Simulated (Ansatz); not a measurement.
HfSc under pressure: fit and missing row

HfSc, P-6m2, a = 3.196 Å, c = 5.029 Å. The structure is a Materials Project entry; whether it is the stable form wasn't checked. Ansatz: PBEsol, PAW, 420 eV, Γ-centred 15×15×8 mesh on 2 atoms, Gaussian smearing 0.10 eV; no spin polarisation. Cell and atoms are relaxed at each pressure, and no other structure is tried, so the rows at high pressure may lie past a change of phase.

```
V (Å³/atom) P (GPa)
          ?    90.00
     15.679    50.01
     18.003    25.01
     19.779    11.97
     21.283     4.01
     21.990     1.00
     22.249     0.00
     22.519    -1.00
```

Q: Take V0 = 22.249 Å³/atom, fit the third-order Birch–Murnaghan form to the other rows, and predict the missing volume.

A: With the Eulerian strain f = ½[(V0/V)^(2/3) − 1] and y = P/[3f(1 + 2f)^(5/2)], the form is the line y = B0 + 1.5 B0 (B0′ − 4) f. Rows (f, y): 0.13139, 70.8; 0.07581, 77.3; 0.04081, 80.4; 0.01502, 82.6; 0.00392, 83.4; -0.00400, 85.0. Means f = 0.04382, y = 79.917; Σ(Δf)² = 0.01341, ΣΔfΔy = -1.343; the slope is their ratio. y = 84.31 − 100.1 f GPa, so B0 = 84.3 GPa and B0′ = 4 + 2 × (-100.1)/(3 × 84.31) = 3.21. P = 90.00 GPa is met at f = 0.20086 (y = 64.20), so V = V0 (1 + 2f)^(−3/2) = 13.406 Å³/atom. The run gave 13.494 Å³/atom, so the fit is 0.088 Å³/atom too low, 0.98 % of the span of the series, against an rms of 0.011 Å³/atom on the fitted rows. The row lies outside the fitted range. A fourth-order term fitted to the same rows gives P = 85.43 GPa at this row's volume (the line 88.10, the run 90.00), no gain.

The mesh isn't the same in all rows (15×15×8, 18×18×10). Spin–orbit coupling is left out, which can shift energies with elements as heavy as these.